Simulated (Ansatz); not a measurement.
**Polymorphs of Hf**

31 relaxations of Hf ended in 10 distinct structures. Computed with PBEsol (plane waves to 420 eV, PAW, scalar-relativistic; Ansatz, a program for electronic structure).

| # | space group | Pearson | type | E − E(lowest) (eV/atom) | V (Å³/atom) | coordination | runs ending here |
|---|---|---|---|---|---|---|---|
| 1 | P6₃/mmc | hP2 | hcp (Mg type) | 0.00 | 21.61 | Hf 12 (anticuboctahedral) | 12 |
| 2 | P6/mmm | hP3 | – | 0.03 | 21.38 | – | 1 |
| 3 | Fm-3m | cF4 | fcc (Cu type) | 0.07 | 21.57 | Hf 12 (cuboctahedral) | 7 |
| 4 | R3 | hR8 | – | 0.11 | 21.98 | – | 1 |
| 5 | Im-3m | cI2 | bcc (W type) | 0.17 | 21.26 | Hf 8 (cubic)+6 | 4 |
| 6 | Pm-3n | cP8 | – | 0.23 | 21.45 | – | 2 |
| 7 | Fmmm | oF8 | – | 0.25 | 21.98 | – | 1 |
| 8 | Pm-3m | cP3 | – | 0.87 | 24.72 | – | 1 |
| 9 | Pm-3m | cP1 | simple cubic type | 1.09 | 23.51 | Hf 6 (octahedral) | 1 |
| 10 | Fd-3m | cF8 | diamond type | 2.79 | 32.40 | Hf 4 (tetrahedral) | 1 |

Coordination numbers (neighbours up to the widest gap in distance over summed covalent radii, below 1.35; n+m marks a second, longer set). All are gapless at this level. P6₃/mmc, hP2, hcp (Mg type) is the lowest among the structures calculated here.

Hf is modelled in the hexagonal space group P6₃/mmc (No. 194), the hcp (Mg type) structure, Pearson symbol hP2. Lattice parameters: a = 3.159 Å, b = 3.159 Å, c = 5.000 Å, α = 90.00°, β = 90.00°, γ = 120.00°. Hf on 2d sees 12 Hf at 3.095–3.159 Å (anticuboctahedral). (Neighbours: up to the widest gap in distance over summed covalent radii, below 1.35, at either atom.)

Probably no minimum, since a slightly shaken restart fell lower: Pm-3n, cP8 (by 0.12 eV/atom, to R3). Each run could gain symmetry but not lose that of its start, so entries can be saddle points. From databases, or of a type measured for this composition: P6₃/mmc, hP2, hcp (Mg type); P6/mmm, hP3; Fm-3m, cF4, fcc (Cu type); Im-3m, cI2, bcc (W type); the others are generated cells (placed on structure types, drawn at random, substituted or restacked) that were not matched to a known phase here. Static energies at zero pressure. Each cell has its own k-point mesh; energy differences are given only to the digits this allows. No spin polarisation in the result. A magnetic state may lie lower.
